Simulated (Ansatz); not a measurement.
MoSi$_{2}$ (MoSi2 type, space group I4/mmm)

```yaml
crystal:
  lattice:
    - [-1.59511, 1.59511, 3.91030]
    - [1.59511, -1.59511, 3.91030]
    - [1.59511, 1.59511, -3.91030]
  atoms:
    - { symbol: Mo, position: [0.00000, 0.00000, 0.00000] }
    - { symbol: Si, position: [0.33509, 0.33509, 0.00000] }
    - { symbol: Si, position: [0.66491, 0.66491, 0.00000] }
```

The slice is a (100) plane (indices of the conventional cell) through the point (0.000, 0.000, 0.000) (fractional), spanned by u = [101] and v = [110] in vectors of this cell: u (3.19 Å) and v (7.82 Å, at 90° to u). It covers one period; positions are fractions (u, v).

The numbers are results of PBEsol (plane waves to 420 eV, PAW, scalar-relativistic; Ansatz, a program for electronic structure), not measurements. k mesh 20×20×20. These are valence fields of a PAW run, semicore shells included where kept as valence: close to a nucleus they are smooth pseudo fields. MoSi2 is run without spin polarisation. MoSi2 was relaxed with its symmetry unable to fall.

Three fields on this plane, each scaled to ten steps between its own extremes (0 low, 9 high; the total valence density on a logarithmic scale, the potential cut 8 eV below its top; x marks points blanked near nuclei; v = 0 in the bottom row):

Map A
```
|xxxx103301xxx|
|xxxx113311xxx|
|xxx21244212xx|
|x111234432111|
|2233332233332|
|8876421124678|
|xx9741001479x|
|xxxx410014xxx|
|xxxx520025xxx|
|xxxxx3113xxxx|
|xxxxx5335xxxx|
|xxxx964469xxx|
|xxxx864468xxx|
|xxx87544578xx|
|6676643346676|
|6665543345566|
|6676643346676|
|xxx87544578xx|
|xxxx864468xxx|
|xxxx964469xxx|
|xxxxx5335xxxx|
|xxxxx3113xxxx|
|xxxx520025xxx|
|xxxx410014xxx|
|xx9741001479x|
|8876421124678|
|2233332233332|
|x111234432111|
|xxx21244212xx|
|xxxx113311xxx|
|xxxx103301xxx|
|xxxxx0330xxxx|
```

Map B
```
|xxxx943349xxx|
|xxxx743347xxx|
|xxx95322359xx|
|x985432234589|
|6654321123456|
|6654311113456|
|xx6431001346x|
|xxxx310013xxx|
|xxxx410014xxx|
|xxxxx2112xxxx|
|xxxxx3223xxxx|
|xxxx532235xxx|
|xxxx543345xxx|
|xxx64333346xx|
|5554433334455|
|5554332233455|
|5554433334455|
|xxx64333346xx|
|xxxx543345xxx|
|xxxx532235xxx|
|xxxxx3223xxxx|
|xxxxx2112xxxx|
|xxxx410014xxx|
|xxxx310013xxx|
|xx6431001346x|
|6654311113456|
|6654321123456|
|x985432234589|
|xxx95322359xx|
|xxxx743347xxx|
|xxxx943349xxx|
|xxxxx4334xxxx|
```

Map C
```
|xxxx048840xxx|
|xxxx069960xxx|
|xxx04899840xx|
|x004799997400|
|2357999999753|
|3468999999864|
|xx1589999851x|
|xxxx589985xxx|
|xxxx279972xxx|
|xxxxx6996xxxx|
|xxxxx6996xxxx|
|xxxx179971xxx|
|xxxx489984xxx|
|xxx37899873xx|
|0247899998742|
|4568898898865|
|0247899998742|
|xxx37899873xx|
|xxxx489984xxx|
|xxxx179971xxx|
|xxxxx6996xxxx|
|xxxxx6996xxxx|
|xxxx279972xxx|
|xxxx589985xxx|
|xx1589999851x|
|3468999999864|
|2357999999753|
|x004799997400|
|xxx04899840xx|
|xxxx069960xxx|
|xxxx048840xxx|
|xxxxx4884xxxx|
```

**Question.** Assign the maps to these fields: electron localisation function (ELF); valence electron density; electrostatic potential energy of an electron, from the cell's mean.

**Answer.** A is the electron localisation function (ELF); B is the valence electron density; C is the electrostatic potential energy of an electron, from the cell's mean.
